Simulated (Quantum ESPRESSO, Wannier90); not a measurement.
HfN (rock salt): Wannier90 run

```
HfN
1.0
    0.00000     2.25586     2.25586
    2.25586     0.00000     2.25586
    2.25586     2.25586     0.00000
Hf N
1 1
Direct
  0.00000   0.00000   0.00000
  0.50000   0.50000   0.50000
```

Cell from Materials Project (mp-2828), symmetrised, no further relaxation. COD (Crystallography Open Database) has an entry of this formula and space group (matched by these alone). Level: PBEsol, no spin polarisation, no spin-orbit coupling; pw.x of Quantum ESPRESSO at 68 Ry with PseudoDojo potentials, 12×12×12 k-points, Wannier90. Density: 12×12×12 mesh, cold smearing 0.01 Ry. Spin-orbit coupling is left out although heavy elements are present.

Valence charges of the files: Hf 12, N 5. 22 bands were computed.

Isolated groups of bands, relative to the Fermi level (bands from 6 on overlap up to the last one computed):

| bands | from (eV) | to (eV) | filling | weight on atomic waves |
|---|---|---|---|---|
| 1 | -62.63 | -62.55 | filled | Hf 5s 95 % |
| 2–4 | -32.00 | -31.02 | filled | Hf 5p 97 % |
| 5 | -17.46 | -14.65 | filled | N 2s 67 %, Hf 5d 19 %, Hf 6s 9 % |

Wanted is a model with the orbitals Hf d, N p, without the filled groups that are mainly made of other shells (semicore states, and anion s where it isn't named); all higher bands stay in for disentanglement.

### Question
Give num_wann, exclude_bands and num_bands, and the number of electrons that the model holds.

### Answer
Electrons: 1×12 + 1×5 = 17, or 8.5 bands' worth; no gap over 0.05 eV opens at the Fermi level at this level of theory.
num_wann = 1×5 + 1×3 = 8.
exclude_bands = 1-5, 5 bands, so num_bands = 22 − 5 = 17.
The model holds 17 − 2×5 = 7 electrons. With the window frozen to 1.50 eV it follows pw.x to 2.8 meV rms (states up to 1.0 eV relative to the Fermi level).
